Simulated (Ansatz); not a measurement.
**Question.** Name crystals whose computed values (PBEsol (plane waves, PAW; program Ansatz)) fall in these windows: G_Hill (GPa) 9.6 to 13; HSE06 gap (eV) 3.1 to 3.6.

**Answer.** 

| crystal | G_Hill (GPa) | HSE06 gap (eV) |
|---|---|---|
| MgTe, zinc blende | 11.6 | 3.33 |
| MgTe, wurtzite | 11.1 | 3.37 |
| K2S, anti-fluorite | 10.1 | 3.39 |
Others may fit too.

All cells were relaxed under the symmetry of their starts (and spin orders); stability against distortions was not tested throughout. Spin–orbit coupling is left out wherever it is not named.

Potentials: the later of the program's two PAW sets.
